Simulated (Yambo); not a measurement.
Quantum ESPRESSO input (PBEsol, PseudoDojo standard norm-conserving files, scalar-relativistic) whose wavefunctions are converted with p2y:

```
&CONTROL
  calculation = 'nscf'
  pseudo_dir = './pseudo'
  outdir = './out'
/
&SYSTEM
  ibrav = 0
  nat = 2
  ntyp = 2
  ecutwfc = 84.0
  ecutrho = 336.0
  occupations = 'fixed'
  force_symmorphic = .true.
  nbnd = 138
/
&ELECTRONS
  conv_thr = 2e-09
  diago_full_acc = .true.
  diago_thr_init = 1e-08
/
ATOMIC_SPECIES
Zn 65.3800 Zn.upf
Te 127.6000 Te.upf
CELL_PARAMETERS angstrom
  0.000000000000   3.032137396000   3.032137396000
  3.032137396000   0.000000000000   3.032137396000
  3.032137396000   3.032137396000   0.000000000000
ATOMIC_POSITIONS crystal
Zn   0.500000000000   0.500000000000   0.500000000000
Te   0.750000000000   0.750000000000   0.750000000000
K_POINTS automatic
2 2 2 0 0 0
```

Yambo's initialisation report on symmetry, reciprocal space, the k grid and the gaps on this mesh:

```
  [02.02] Symmetries
  ==================

  Inversion symmetry    : yes
  Spatial inversion     : no
  Inversion index       :  25
  K-space Time-reversal : yes
  Magnetic symmetries   : no
  Time-reversal derived K-space symmetries:   25   48
  Group table correct   : yes
  Symmetries units      :  [cc]

  [02.03] Reciprocal space
  ========================

  nG shells         :   375
  nG charge         :   39189
  nG WFs            :   5745
  nC WFs            :   4910
  G-vecs. in first 37 shells:  [ Number ]
     1    9   15   27   51   59   65   89  113
    137   169   181   229   259   283   307   331   339
    387   411   459   531   537   561   609   645   701
    725   749   821   869   893   941   965  1037  1067
   1139
  ...
  Shell energy in first 37 shells:  [ mHa ]
    0.00000      450.916      601.221      1202.44      1653.36      1803.66      2404.88      2855.80      3006.11
    3607.33      4058.24      4809.77      5260.69      5410.99      6012.21      6463.13      6613.43      7214.65
    7665.57      7815.88      8417.10      8868.01      9619.54      10070.5      10220.8      10822.0      11272.9
    11423.2      12024.4      12475.3      12625.6      13226.9      13677.8      14429.3      14880.2      15030.5
    15631.8
  ...

  [02.04] K-grid lattice
  ======================

  Compatible Grid is   : 3D
  Base K vectors       :  K_min[ 1 ]  K_min[ 2 ]  K_min[ 3 ]
  K_min[ 1 ] :  0.500000  0.500000  0.500000 [rlu]
  K_min[ 2 ] : -0.500000  0.000000  0.000000 [rlu]
  K_min[ 3 ] :  0.000000 -0.500000  0.000000 [rlu]
  Grid dimensions      :  2  2  2
  K lattice UC volume  :  0.082409 [a.u.]

  IBZ K-points                                      :  3
  BZ  K-points                                      :   8

  K/Q-points units:
  rlu = crystal or reduced units; cc = cartesian coordinates; iku = interal k-units

  K [1]          [rlu]:  0.000000  0.000000  0.000000
         WF components:   4909
  K [2]          [rlu]:  0.000000  0.000000 -0.500000
         WF components:   4910
  K [3]          [rlu]:  0.000000 -0.500000 -0.500000
         WF components:   4880

  [02.05] Energies & Occupations
  ==============================

  [X] === General ===
  [X] Electronic Temperature                        :  0.000000  0.000000 [eV K]
  [X] Bosonic    Temperature                        :  0.000000  0.000000 [eV K]
  [X] Finite Temperature mode                       : no
  [X] El. density                                   :  0.64569E+24 [cm-3]
  [X] Fermi Level                                   :  8.348973 [eV]

  [X] === Gaps and Widths ===
  [X] Conduction Band Min                           :  1.236435 [eV]
  [X] Valence Band Max                              :  0.000000 [eV]
  [X] Filled Bands                                  :  18
  [X] Empty Bands                                   :   19  138
  [X] Direct Gap                                    :  1.236435 [eV]
  [X] Direct Gap localized at k                     :  1
  [X] Indirect Gap                                  :  1.236435 [eV]
  [X] Indirect Gap between kpts                     :  1  1
  [X] Last valence band width                       :  2.249539 [eV]
  [X] 1st conduction band width                     :  0.953812 [eV]
```
The gaps are PBEsol values on this mesh alone; only operations without fractional translations are kept.

Spin-orbit coupling is not included.

Geometry relaxed with PBEsol.
